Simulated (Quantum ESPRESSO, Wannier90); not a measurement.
# BaHI (P4/nmm), plane waves to Wannier functions

```
BaHI
1.0
    4.77581     0.00000     0.00000
    0.00000     4.77581     0.00000
    0.00000     0.00000     7.80023
Ba H I
2 2 2
Direct
  0.50000   0.00000   0.82690
  0.00000   0.50000   0.17310
  0.50000   0.50000   0.00000
  0.00000   0.00000   0.00000
  0.00000   0.50000   0.65957
  0.50000   0.00000   0.34043
```

Cell from Materials Project (mp-23862), symmetrised, no further relaxation. COD (Crystallography Open Database) has an entry of this formula and space group (matched by these alone). Level: PBEsol, no spin polarisation, no spin-orbit coupling; pw.x of Quantum ESPRESSO at 58 Ry with PseudoDojo potentials, 4×4×4 k-points, Wannier90. Density: 6×6×4 mesh, cold smearing 0.01 Ry. Spin-orbit coupling is left out although heavy elements are present.

Functional, cutoff and mesh named above are those of the base row (4×4×4); the first column says what each row takes instead. Model: 20 functions from bands 11-42, start hydrogen-like Ba: s;d; H: s; I: p, centres 0.05 Å off the atoms, frozen window tied to the conduction edge or Fermi level of each row, as listed, which moves Ω_I and hoppings a little by itself. Energies are relative to the valence-band maximum; the misfit is to pw.x on a path, for states up to 3.7 eV relative to the valence-band maximum. Only the mesh of Bloch states changes. The disentangled Ω_I can sit in another minimum from row to row.

```
mesh   frozen to (eV)  Ω_I (Å²)  rms misfit (meV)  k-points (cost)  rough cost of nscf and overlaps (first row = 1)
-----  --------------  --------  ----------------  ---------------  -----------------------------------------------
2×2×2            4.16     47.70                86                8                                                –
3×3×3            4.16       ___                74               27                                                –
4×4×4            4.16     66.50                12               64                                                –
5×5×5            4.16     71.57                11              125                                                –
```

Q: What belongs in the gaps?

A: 
- 3×3×3, Ω_I (Å²): 58.53
